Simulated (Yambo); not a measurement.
**How GW settings move the gap: GeS monolayer**

G0W0@PBEsol for a free-standing GeS monolayer (symmetry Pmn2_1, slab cell 15.6 Å high) in Yambo. Reference settings: 4×6×1 Γ-centred k mesh, 126 bands and a 6 Ry block in the screening, 126 bands in G with the Bruneval-Gonze terminator, plasmon pole fitted at 27.2 eV, slab-truncated Coulomb interaction, stochastic integration of W near q = 0. The PBEsol gap (-0.5, 0) → (0, 0.333) on this mesh is 1.94 eV; G0W0 gaps are taken between the same points.

| change from the reference | G0W0 gap (-0.5, 0) → (0, 0.333) (eV) | shift of the valence edge (eV) |
|---|---|---|
| reference settings | 2.89 | -0.53 |
| 51 bands in W, 51 bands in G | 2.93 | -0.23 |
| 51 bands in G | 2.91 | -0.40 |
| 83 bands in G | 2.90 | -0.49 |
| 3 Ry block | 2.76 | -0.37 |
| pole fitted at 10 eV | 2.85 | -0.41 |

The reference isn't shown to be the converged limit. In the run with 126 bands and a 6 Ry block, which covers more k points, the smallest G0W0 gap is 2.81 eV, (-0.5, 0) → Γ. The mesh misses a band edge: along a dense path the PBEsol gap is 1.31 eV against 1.94 eV on the mesh.

Spin-orbit splittings are left out.

The standard potential for Ge keeps a d shell in the valence without the s and p states of that shell. In tests on such compounds this moved G0W0 gaps by up to about 0.9 eV, so absolute quasiparticle energies here are unreliable; differences between settings are what counts.

Geometry relaxed with PBEsol; primitive cell a = 4.0255 Å, b = 3.7354 Å, c = 15.6000 Å, α = β = γ = 90.00°.

This is a model layer cut from the bulk structure; whether it is stable on its own was not checked.

A shift is the quasiparticle energy of the state minus its PBEsol energy.
